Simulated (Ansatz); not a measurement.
## Cold compression of La (bcc type)

```yaml
crystal:
  lattice:
    - [-2.02310, 2.02310, 2.02310]
    - [2.02310, -2.02310, 2.02310]
    - [2.02310, 2.02310, -2.02310]
  atoms:
    - { symbol: La, position: [0.00000, 0.00000, 0.00000] }
```

The cell comes from a relaxation on PAW files under the same functional, begun from a prototype that needn't be the stable phase.

Its volume is scaled at fixed shape and fractional positions.

Level of theory: DFT with LDA, scalar-relativistic, in Ansatz 0.2.0; a Γ-centred 15×15×15 k mesh, Fermi–Dirac smearing of 0.08 eV, no spin polarisation. LAPW: all electrons, basis error target 1 meV/atom; PAW: frozen-core files, cutoff 420 eV; crystal datasets: all electrons, by PAW datasets that the program makes for each cell.

Energies are extrapolated to zero smearing and count from the unscaled cell; pressure is positive in compression; gaps take the mesh and a band path. No temperature or zero-point motion is included.

Spin–orbit coupling is left out, which matters for the heavy atoms. The PAW files were made under PBE. The structure type is held throughout; the real material can change phase at far lower pressure.

```
V/V0  V (Å³/atom)  P LAPW (GPa)  ΔE LAPW (eV/atom)  P PAW − LAPW (GPa)  ΔE PAW − LAPW (meV/atom)
1.00        33.12          0.04              0.000               -0.04                       0.0
0.95        31.47          1.72              0.008               -0.05                      -0.4
0.85        28.15          5.77              0.082               -0.06                      -1.6
0.75        24.84         12.65              0.263               -0.07                      -2.9
0.65        21.53          25.8              0.642               -0.03                      -4.0
0.55        18.22          57.0              1.432                0.12                      -3.4
0.45        14.90             ?              3.352                0.86                       4.6
0.40        13.25         221.2              5.185                1.83                      18.1
```

(1) Give the missing entry: row "0.45", column "P LAPW (GPa)".

(2) From the table, what is the rise of the enthalpy H = E + pV up to the last row, and how stiff is the crystal between the last two rows?

(3) At the smallest volume, how far do crystal datasets lie from LAPW in pressure?

(4) How do the Löwdin populations by LAPW change from the unscaled cell to the last row?

## Answers

(1) 140.8.

(2) ΔH = 5.185 eV + (221.2 GPa × 13.25 Å³ − 0.04 GPa × 33.12 Å³) × 0.006242 eV/(GPa·Å³) = 23.47 eV/atom, of which pV makes 78 %. The mean bulk modulus there is −ΔP/Δln V = 683 GPa.

(3) crystal datasets: -0.01 GPa, on a LAPW pressure of 221.2 GPa.

(4) La 4s 1.99 → 1.96, La 5s 1.92 → 1.55, La 6s 0.56 → 0.39, La 5p 5.85 → 5.07, La 5d 2.54 → 3.22, La 4f 0.14 → 0.79 electrons an atom. These are projections on the shells that the free atoms fill; 0.01 e a cell lies outside them at the start and 0.03 e at the end.
